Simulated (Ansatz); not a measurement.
This run works on a generated trial structure, not on a known crystal.

Input and command of a plane-wave DFT calculation in Ansatz:

```yaml
crystal:
  lattice:
    - [4.89929969, 0.0, 0.0]
    - [-2.44964984, 4.24291799, 0.0]
    - [0.0, 0.0, 6.36695589]
  atoms:
    - { symbol: Hf, position: [0.5, 0.0, 0.0] }
    - { symbol: Hf, position: [0.0, 0.5, 0.0] }
    - { symbol: Hf, position: [0.5, 0.5, 0.0] }
    - { symbol: Hf, position: [0.0, 0.0, 0.5] }
    - { symbol: Ge, position: [0.33333333, 0.66666667, 0.5] }
    - { symbol: Ge, position: [0.66666667, 0.33333333, 0.5] }
    - { symbol: W, position: [0.0, 0.0, 0.0] }
basis:
  ecutwfc: 420
kpoints:
  mp_grid: { grid: [4, 4, 3] }
hamiltonian:
  xc: pbe
scf:
  occupations: { method: gaussian, width: 0.2 }
  lower_state_search: "off"
output:
  forces: true
  stress: true
  eigenvalues: true
relax:
  adjacent_minimum: "off"
  f_tol: 0.08
  max_steps: 16
  cell: { stress_tol: 0.8 }
```

```bash
ansatz run input.yaml --threads 1 --pin off --max-ram 2560MiB --backend cpu --events-out ev --progress --plain --runs-dir out
```

Processor: Intel(R) Xeon(R) Processor @ 2.70GHz, 1 thread, on a host shared with other jobs.

How long does it run, and how much memory does it take?

About 120 s, peak memory 0.52 GiB. It solves 88 bands at 8 k points (after reduction by symmetry) with about 2837 plane waves (on the last cell), in 89 SCF iterations over 11 ionic steps.
